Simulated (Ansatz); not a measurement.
(111) slab cut from the bulk of HfO2, Fm-3m (No. 225); the slab's formula is Hf3O8:

```
CELL_PARAMETERS angstrom
3.57677 0.00000 0.00000
-1.78839 3.09758 0.00000
0.00000 0.00000 25.22148
ATOMIC_POSITIONS crystal
O 0.66667 0.33333 0.29737
O 0.00000 0.00000 0.35526
Hf 0.66667 0.33333 0.38421
O 0.33333 0.66667 0.41316
O 0.66667 0.33333 0.47105
Hf 0.33333 0.66667 0.50000
O 0.00000 0.00000 0.52895
O 0.33333 0.66667 0.58684
Hf 0.00000 0.00000 0.61579
O 0.66667 0.33333 0.64474
O 0.00000 0.00000 0.70263
```

All numbers below come from DFT r2SCAN, scalar-relativistic, plane waves, PAW (Ansatz 0.2.0). Cutoff 500 eV; k points 9×9×1 on the computed 11-atom cell (Γ-centred); Gaussian smearing, width 0.05 eV; no spin polarisation. The cell repeats along c with a dipole correction in the vacuum.

(1) What forces act on the atoms?

Spin–orbit coupling is left out, which can shift energies with elements as heavy as these.

## Answers

(1)
```tsv
atom	Fx (eV/Å)	Fy (eV/Å)	Fz (eV/Å)
O1	0.000	0.000	1.597
O2	0.000	0.000	0.784
Hf3	0.000	0.000	-2.948
O4	0.000	0.000	0.255
O5	0.000	0.000	0.267
Hf6	0.000	0.000	0.000
O7	0.000	0.000	-0.267
O8	0.000	0.000	-0.255
Hf9	0.000	0.000	2.948
O10	0.000	0.000	-0.784
O11	0.000	0.000	-1.597
```

The reference crystal is the fluorite-type form of HfO2, which isn't its usual structure.

Cost: 1 run of about 2.4 core-minutes, on Intel Xeon Processor @ 2.50GHz (Skylake/Cascade Lake) (shared hosts).